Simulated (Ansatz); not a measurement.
Zr2C in space group P4/nmm (No. 129; Zr on 2a, Zr on 2c, C on 2c) under volume change, the program Ansatz at the PBE level (PAW), shape and atoms relaxed at each volume.

| V (Å³/atom) | E − E(relaxed) (meV/atom) | P (GPa) |
|---|---|---|
| 14.052 | 71.4 | 17.85 |
| 14.515 | 30.0 | 10.94 |
| 14.979 | [?] | [?] |
| 15.442 | 0.0 | 0.00 |
| 15.905 | 6.4 | -4.31 |
| 16.369 | [?] | [?] |
| 16.832 | 52.2 | -11.18 |

Problem. Complete the blanks.

Solution. 
- 16.369, E − E(relaxed) (meV/atom): 24.3
- 16.369, P (GPa): -8.01
- 14.979, E − E(relaxed) (meV/atom): 7.1
- 14.979, P (GPa): 5.06

Problem. What does a third-order Birch–Murnaghan fit give for V₀, B₀ and B′?

Solution. V₀ = 15.44 Å³/atom, B₀ = 155 GPa, B′ = 4.2.

The cell is a constructed one: a structure type filled with these elements; neither database checked (COD, Materials Project) lists it. Its standing as an ambient phase is unchecked. The PBE relaxation kept the symmetry of its start; whether a distortion lowers the energy is not shown. The run is not spin-polarised.

Potentials: the later of the program's two PAW sets.
